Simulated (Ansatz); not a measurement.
MoN$_{2}$: a vibration from a frozen displacement

The calculation used Ansatz, DFT PBEsol, scalar-relativistic, plane waves, PAW. Cutoff 420 eV, Γ-centred 12×12×18 k-points, Gaussian smearing of 0.15 eV. No spin polarisation. Energies are free energies at this smearing, counted from the undisturbed cell; pressure is positive in compression.

Zero of the scan (relaxed at this level; with this scan's settings it stands at 0.1 GPa; it needn't be the usual structure):

```xyz
6
Lattice="4.2866 0.0000 0.0000 0.0000 4.2866 0.0000 0.0000 0.0000 2.7284" Properties=species:S:1:pos:R:3 pbc="T T T"
Mo    2.1433    2.1433    0.0000
Mo    0.0000    0.0000    0.0000
N     3.8035    1.6602    1.3642
N     0.4831    2.6264    1.3642
N     1.6602    0.4831    1.3642
N     2.6264    3.8035    1.3642
```

Every N atom is moved by x along the Cartesian unit vector (0.000, 0.000, 1.000); the cell and all other atoms stay fixed. The cell's volume is 50.14 Å³; the moved atoms weigh 56.028 u together and the others 191.900 u. Some rows repeat others by symmetry and weren't run.

```csv
x (Å),ΔE (meV/cell),total force on the moved atoms along the move (eV/Å),pressure (GPa)
-0.5000,2365.15,10.9088,43.7452
-0.4375,1732.68,9.3076,33.8586
-0.3750,1201.14,7.6912,25.0948
-0.3125,772.24,6.0200,17.5563
-0.2500,448.38,4.3680,11.3155
-0.1875,224.16,2.8356,6.4132
-0.1250,88.28,1.5628,2.9026
0.0000,0.00,0.0000,0.1028
0.1250,88.28,-1.5628,2.9026
0.1875,224.16,-2.8356,6.4132
0.2500,448.38,-4.3680,11.3155
0.3125,772.24,-6.0200,17.5563
0.3750,1201.14,-7.6912,25.0948
0.4375,1732.68,-9.3076,33.8586
0.5000,2365.15,-10.9088,43.7452
```

Question: What frequency belongs to this motion?

Answer: The force constant is k = −dF/dx = 12.502 eV/Å², from the parabola through x = -0.1250, 0 and 0.1250. In every cell the moved atoms swing against the rest, so the mass is μ = m₁m₂/(m₁ + m₂) = 43.367 u, and ν̃ = 521.5 cm⁻¹ × √(|k|/μ) = 280 cm⁻¹. Steps this long are already anharmonic: the energies of the same points give k = 11.299 eV/Å², so the harmonic k is uncertain by that gap or more. The pattern needn't be a normal mode: ν̃² is then a weighted mean of the squared nonzero frequencies at the zone centre of this cell, so it lies between the lowest and the highest of them.

Question: How far does the harmonic law reach?

Answer: At x = -0.500 Å, kx²/2 = 1562.80 meV against the computed 2365.15 meV (+51.3 %): the well stiffens in this direction at large amplitude.

Question: The pressure changes with x². What does that say about the frequency under compression?

Answer: With E = k(V)x²/2, k ∝ V^(−2γ) and x scaling with the cell as V^(1/3), P − P0 = −∂E/∂V = (2γ − 2/3) ΔE/V. At x = 0.1875 Å, V(P − P0) = 50.14 × 6.31042 / 160.2 eV = 1974.68 meV and ΔE = 224.16 meV, so γ = 1/3 + V(P − P0)/(2ΔE) = 4.74. This is the Grüneisen parameter of the motion under uniform scaling of the cell: shrinking the cell evenly by 1 % in volume raises the frequency by about 4.74 %.

In a metal these slopes depend on the k mesh and the smearing.

Cost: 8 runs of about 5.6 core-minutes in all, on Arm Neoverse V1 (shared hosts).